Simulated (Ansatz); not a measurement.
**YTl3: computed property card**

YTl$_{3}$:
```
YTl3
1.0
    4.67745     0.00000     0.00000
    0.00000     4.67745     0.00000
    0.00000     0.00000     4.67745
Tl Y
3 1
Direct
  0.00000   0.50000   0.50000
  0.50000   0.00000   0.50000
  0.50000   0.50000   0.00000
  0.00000   0.00000   0.00000
```

Space group Pm-3m (No. 221), Cu3Au type; conventional cell a = 4.677 Å, b = 4.677 Å, c = 4.677 Å, α = 90.00°, β = 90.00°, γ = 90.00°.

Method: PBEsol (plane waves, PAW; program Ansatz). Geometry: relaxed at this level of theory. Other levels are named where they apply.

### Cell and energy

- Volume per atom = 25.58 Å³
- Density = 11.39 g/cm³
- Formation energy from the elements (no fitted shifts) = -0.32 eV/atom

### Electronic structure

- Electronic character = metallic (no gap)
- Density of states at the Fermi level = 0.50 states/eV per atom (mean over ±0.08 eV)
- Gap with spin–orbit coupling = none (metallic)

### Mechanics

Bulk modulus (Birch–Murnaghan fit): 563 kbar
Pressure derivative B′: 4.9
Elastic constants (relaxed ions, GPa): C11 = 78.9, C12 = 46.0, C44 = 25.3
Mechanical stability: stable (all eigenvalues of C positive)
Hill bulk and shear moduli: 57.0 and 21.3 GPa
Young's modulus: 56.7 GPa
Poisson's ratio: 0.33
Debye temperature from the elastic constants: 155 K

### Charges

- Bader charges = Tl -0.48, Y +1.43 e

The workflow started from an entry of the Crystallography Open Database (COD). Whether it is the stable phase at ambient conditions was not checked. The PBEsol relaxation kept the symmetry of its start; whether a distortion lowers the energy is not shown. The run is not spin-polarised. As this level gives no gap, shear constants depend on the k-mesh and smearing (Fermi–Dirac, 0.1 eV here). The references are the lowest solids computed at this level, not always the standard phases. Spin–orbit coupling is left out wherever it is not named.

Potentials: the later of the program's two PAW sets.
